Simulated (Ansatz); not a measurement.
SnSe (rock salt, space group No. 225) at seven volumes, the program Ansatz at the r²SCAN level (PAW), scaled uniformly. One row is withheld.

```json
[
 {"V (Å³/atom)": "24.754", "P (GPa)": "6.30"},
 {"V (Å³/atom)": "25.570", "P (GPa)": "3.92"},
 {"V (Å³/atom)": "26.386", "P (GPa)": "1.88"},
 {"V (Å³/atom)": "27.202", "P (GPa)": "0.14"},
 {"V (Å³/atom)": "28.018", "P (GPa)": "-1.35"},
 {"V (Å³/atom)": "28.834", "P (GPa)": "-2.62"},
 {"V (Å³/atom)": "29.650", "P (GPa)": "?"}
]
```

Q: Fit the shown pressures and predict the withheld one.

A: P = (3/2)B₀(x^(7/2) − x^(5/2))[1 + (3/4)(B′ − 4)(x − 1)] with x = (V₀/V)^(2/3). Least squares on the six rows gives V₀ = 27.274 Å³/atom, B₀ = 53.0 GPa, B′ = 4.21. At V = 29.650, x = 0.9458 and P = -3.71 GPa. The run itself gave -3.71 GPa.

Space group Fm-3m (rock salt). The cell is a constructed one: a structure type filled with these elements; the Crystallography Open Database files this formula in space group No. 225, but the cells were not matched. It is not the phase usual at ambient conditions (space group No. 62). Symmetry was held in the r²SCAN relaxation; its stability against distortions is not shown here. Spin–orbit coupling is left out wherever it is not named.

Potentials: the later of the program's two PAW sets.
